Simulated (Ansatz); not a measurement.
As (A7 type, space group R-3m)

```
As
1.0
    1.89202     1.09236     3.36884
   -1.89202     1.09236     3.36884
    0.00000    -2.18472     3.36884
As
2
Direct
  0.23031   0.23031   0.23031
  0.76969   0.76969   0.76969
```

Two coordinates are scanned: the volume, and the ratio of the stretch along z (the conventional c axis) to the stretch across it. Atoms keep their fractional coordinates.

Level of theory: PBE-D3(BJ) (plane waves to 420 eV, PAW, scalar-relativistic; Ansatz, a quantum-chemistry and plane-wave program). k mesh 11×11×11 (Γ-centred), Fermi-Dirac smearing 0.05 eV. Compression counts positive. As the atoms are clamped, bonds stretch with the cell, which overstates energies and stresses. With partly filled bands, the response to shear is sensitive to the k mesh, so small differences along c/a are uncertain. As was relaxed with its symmetry unable to fall. The PAW data are Ansatz's earlier set. 

Estimate the σzz − σxx (GPa) for all points of the grid V/V₀ = 0.960, 0.980, 1.000, 1.020, 1.040 by (c/a)/(c/a)₀ = 0.920, 0.960, 1.000, 1.040, 1.080.

σzz − σxx (GPa), with V/V₀ across and (c/a)/(c/a)₀ down:

```csv
(c/a)/(c/a)₀ \ V/V₀,0.960,0.980,1.000,1.020,1.040
0.920,5.3,5.7,6.0,6.2,6.5
0.960,2.2,2.6,3.0,3.3,3.6
1.000,-0.9,-0.5,0.0,0.4,0.8
1.040,-3.0,-2.6,-2.3,-2.0,-1.6
1.080,-4.6,-4.3,-4.0,-3.7,-3.4
```

(A scan under strain: stresses follow from slopes of the energy per volume, elastic moduli from its curvatures.)
